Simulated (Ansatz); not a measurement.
VN (NiAs type, P6_3/mmc) at seven volumes, the program Ansatz at the LDA level (PAW), shape and atoms relaxed at each. One row is withheld.

```tsv
V (Å³/atom)	P (GPa)
7.484	42.29
7.731	25.91
7.978	11.94
8.224	0.00
8.471	?
8.718	-18.88
8.965	-26.29
```

**Question.** Fit the shown pressures and predict the withheld one.

**Answer.** P = (3/2)B₀(x^(7/2) − x^(5/2))[1 + (3/4)(B′ − 4)(x − 1)] with x = (V₀/V)^(2/3). Least squares on the six rows gives V₀ = 8.225 Å³/atom, B₀ = 367 GPa, B′ = 4.25. At V = 8.471, x = 0.9805 and P = -10.16 GPa. The run itself gave -10.19 GPa.

The workflow started from a Materials Project entry (that database holds measured and hypothetical structures alike); the Crystallography Open Database copy checked does not list it. It is not the phase usual at ambient conditions (space group No. 225). Symmetry was held in the LDA relaxation; of distortions, only those at the zone centre were tested. No spin polarisation was allowed.

Potentials: the later of the program's two PAW sets.
